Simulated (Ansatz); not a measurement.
## BeAs: reading a single point

```yaml
crystal:
  lattice:
    - [4.75833, 0.00000, 0.00000]
    - [0.00000, 4.75833, 0.00000]
    - [0.00000, 0.00000, 4.75833]
  atoms:
    - { symbol: As, position: [0.15000, 0.15000, 0.15000] }
    - { symbol: As, position: [0.35000, 0.85000, 0.65000] }
    - { symbol: As, position: [0.65000, 0.35000, 0.85000] }
    - { symbol: As, position: [0.85000, 0.65000, 0.35000] }
    - { symbol: Be, position: [0.84400, 0.84400, 0.84400] }
    - { symbol: Be, position: [0.65600, 0.15600, 0.34400] }
    - { symbol: Be, position: [0.34400, 0.65600, 0.15600] }
    - { symbol: Be, position: [0.15600, 0.34400, 0.65600] }
```

Method: r2SCAN, no spin polarisation; PAW, plane waves to 500 eV, 6×6×6 Γ-centred mesh, cold occupations (width 0.0527 eV) (Ansatz 0.2.0), atoms fixed.

(1) Which element gives electrons and which takes them?

(2) Where is the largest force?

(3) What is the formation energy?

(4) Metal or insulator?

Origin: a known structure type with other elements, at an estimated volume, so it need not be a known compound.

Answers

(1) Bader charges in e: Be +1.43, As -1.43. In the mean Be gives up most and As takes most.

(2) The largest is on As1 (and as large on other atoms): 0.90 eV/Å, components (0.52, 0.52, 0.52). It makes 180° with the line to a nearest neighbour, Be5 at 2.52 Å, pointing away from it.

(3) 0.61 eV an atom against the elements' usual phases (free molecules for gases, crystals otherwise, with no correction for O₂ or N₂), so at this geometry it isn't bound against them. Relaxing would lower it.

(4) It is a metal, with about 2.6 states/eV a cell as the mean within 0.25 eV of the Fermi level.
